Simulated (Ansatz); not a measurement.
Input:

NaPt3O4:
```
NaPt3O4
1.0
    5.70131     0.00000     0.00000
    0.00000     5.70131     0.00000
    0.00000     0.00000     5.70131
Na Pt O
2 6 8
Cartesian
  2.85065   2.85065   2.85065
  0.00000   0.00000   0.00000
  4.27598   0.00000   2.85065
  1.42533   0.00000   2.85065
  2.85065   1.42533   0.00000
  2.85065   4.27598   0.00000
  0.00000   2.85065   1.42533
  0.00000   2.85065   4.27598
  4.27598   1.42533   1.42533
  1.42533   4.27598   4.27598
  1.42533   1.42533   4.27598
  4.27598   4.27598   1.42533
  1.42533   4.27598   1.42533
  4.27598   1.42533   4.27598
  4.27598   4.27598   4.27598
  1.42533   1.42533   1.42533
```

This is the r²SCAN-relaxed structure.

All from plane-wave PAW r²SCAN (Ansatz code), unless another level is named. Predict the formation energy from the elements (no fitted shifts).

-0.89 eV/atom.

What about the density of states at the Fermi level?

0.16 states/eV per atom (mean over ±0.08 eV).

Next, the gap with spin–orbit coupling?

none (metallic).

Space group Pm-3n. The first step of the workflow began from a Materials Project structure, measured or hypothetical; the Crystallography Open Database files this formula in space group No. 223, but the cells were not matched. Its standing as an ambient phase is unchecked. The r²SCAN relaxation kept the symmetry of its start; its stability against distortions is not shown here. The run is not spin-polarised. The references are the lowest solids computed at this level, not always the standard phases (solids in place of the gases). Scalar-relativistic: spin–orbit coupling is off unless named, which matters more the heavier the elements.

Potentials: the earlier of the program's two PAW sets.
